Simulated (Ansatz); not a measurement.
## Cd2C: levels along high-symmetry lines

```
CELL_PARAMETERS angstrom
0.00000 2.94365 2.94365
2.94365 0.00000 2.94365
2.94365 2.94365 0.00000
ATOMIC_POSITIONS crystal
C 0.00000 0.00000 0.00000
Cd 0.25000 0.25000 0.25000
Cd 0.75000 0.75000 0.75000
```

Atoms are numbered in the order listed.

The cell was built from the fluorite type and relaxed in the same program, and has space group Fm-3m; it needn't be a known or the stable phase.

These are results of Ansatz 0.2.0, DFT, PBE, all-electron LAPW, scalar-relativistic, not measurements.

Sampling and basis: a Γ-centred 10×10×10 k mesh, Fermi–Dirac smearing of 0.03 eV, basis error target 0.5 meV/atom, no spin polarisation.

Points in fractions of the reciprocal vectors of this cell: Γ (0, 0, 0), X (0.5, 0, 0.5), U (0.625, 0.25, 0.625), K (0.375, 0.375, 0.75), L (0.5, 0.5, 0.5), W (0.5, 0.25, 0.75). The path joins them by straight lines in the order Γ–X–U–K–Γ–L–W–X; legs that retrace an earlier one aren't tabulated. Energies are in eV from the Fermi level.

Task: Is there a gap?

Result: none: bands cross the Fermi level, a metal.

Task: List the levels between -8 and 3.5 eV at the symmetry points.

Result: 
Γ: -7.75 (×2), -1.87, 0.17 (×3)
X: -7.86, -7.78, -4.53, -2.58 (×2), 0.91, 1.52
U: -7.42, -4.29, -4.23, -1.98, 1.36
K: -7.42, -4.29, -4.23, -1.98, 1.36
L: -7.64, -5.93, -0.63 (×2), -0.37
W: -7.30, -3.94 (×2), -3.38
